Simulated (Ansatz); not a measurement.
Property card for Al$_{2}$Mo$_{3}$C

Al₂Mo₃C:
```xyz
24
Lattice="6.8523 0.0000 0.0000 0.0000 6.8523 0.0000 0.0000 0.0000 6.8523" Properties=species:S:1:pos:R:3 pbc="T T T"
Al     3.8838     2.9685     6.3947
Al     5.5969     2.1707     1.2554
Al     6.3947     3.8838     2.9685
Al     4.6816     4.6816     4.6816
Al     0.4577     0.4577     0.4577
Al     2.1707     1.2554     5.5969
Al     2.9685     6.3947     3.8838
Al     1.2554     5.5969     2.1707
Mo     4.2827     2.0450     3.7581
Mo     6.5204     2.5696     5.4712
Mo     5.9958     4.8073     0.3320
Mo     3.7581     4.2827     2.0450
Mo     0.8565     1.3811     3.0942
Mo     3.0942     0.8565     1.3811
Mo     2.5696     5.4712     6.5204
Mo     0.3320     5.9958     4.8073
Mo     5.4712     6.5204     2.5696
Mo     2.0450     3.7581     4.2827
Mo     1.3811     3.0942     0.8565
Mo     4.8073     0.3320     5.9958
C      5.9958     0.8565     4.2827
C      0.8565     4.2827     5.9958
C      4.2827     5.9958     0.8565
C      2.5696     2.5696     2.5696
```

Space group P4_132 (No. 213); conventional cell a = 6.852 Å, b = 6.852 Å, c = 6.852 Å, α = 90.00°, β = 90.00°, γ = 90.00°.

Method: r²SCAN (plane waves, PAW; program Ansatz). Structure relaxed to zero pressure with the same functional. Other levels are named where they apply.

### Cell and energy

```json
{
  "volume_per_atom": "13.41 Å³",
  "density": "7.30 g/cm³",
  "Formation energy from the elements (no fitted shifts)": "-0.21 eV/atom"
}
```

### Electronic structure

```json
{
 "electronic_character": "metallic (no gap)",
 "Density of states at the Fermi level": "0.60 states/eV per atom (mean over ±0.08 eV)",
 "Gap with spin–orbit coupling": "none (metallic)"
}
```

### Mechanics

```json
{
 "Bulk modulus (Birch–Murnaghan fit)": "238 GPa",
 "Pressure derivative B′": "4.3"
}
```

### Charges

```json
{
 "bader_charges": "Al +0.58, Mo +0.12, C -1.51 e"
}
```

The workflow started from a Materials Project entry (that database holds measured and hypothetical structures alike); the Crystallography Open Database copy checked does not list it. Its standing as an ambient phase is unchecked. The cell was relaxed with r²SCAN under the symmetry of its start; whether a distortion lowers the energy is not shown. The run is not spin-polarised. The references are the lowest solids computed at this level, not always the standard phases. Spin–orbit coupling is left out wherever it is not named.

Potentials: the later of the program's two PAW sets.
